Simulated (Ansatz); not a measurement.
Mg₆Ni₁₆Ge₇:
Space group Fm-3m (No. 225); a = 11.436 Å, b = 11.436 Å, c = 11.436 Å, α = 90.00°, β = 90.00°, γ = 90.00°

```
atom  site  symmetry       x       y       z
----  ----  --------  ------  ------  ------
Mg     24e      4m.m  0.0000  0.0000  0.2947
Ni     32f       .3m  0.3306  0.3306  0.3306
Ni     32f       .3m  0.1186  0.1186  0.1186
Ge      4a      m-3m  0.0000  0.0000  0.0000
Ge     24d      m.mm  0.0000  0.2500  0.2500
```
(The calculation used a cell of 29 atoms; values per cell refer to that cell.)

This is the r²SCAN-relaxed structure.

**Question.** All from r²SCAN in the plane-wave PAW code Ansatz, unless another level is named. Estimate the electronic character.

**Answer.** metallic (no gap).

**Question.** Next, the density of states at the Fermi level?

**Answer.** 0.68 states/eV per atom (mean over ±0.08 eV).

**Question.** What about the formation energy from the elements (no fitted shifts)?

**Answer.** -0.36 eV/atom.

The workflow started from a Materials Project entry (that database holds measured and hypothetical structures alike); the Crystallography Open Database copy checked does not list it. Its standing as an ambient phase is unchecked. The cell was relaxed with r²SCAN under the symmetry of its start; its stability against distortions is not shown here. The run is not spin-polarised. The references are the lowest solids computed at this level, not always the standard phases. Spin–orbit coupling is left out wherever it is not named.

Potentials: the later of the program's two PAW sets.
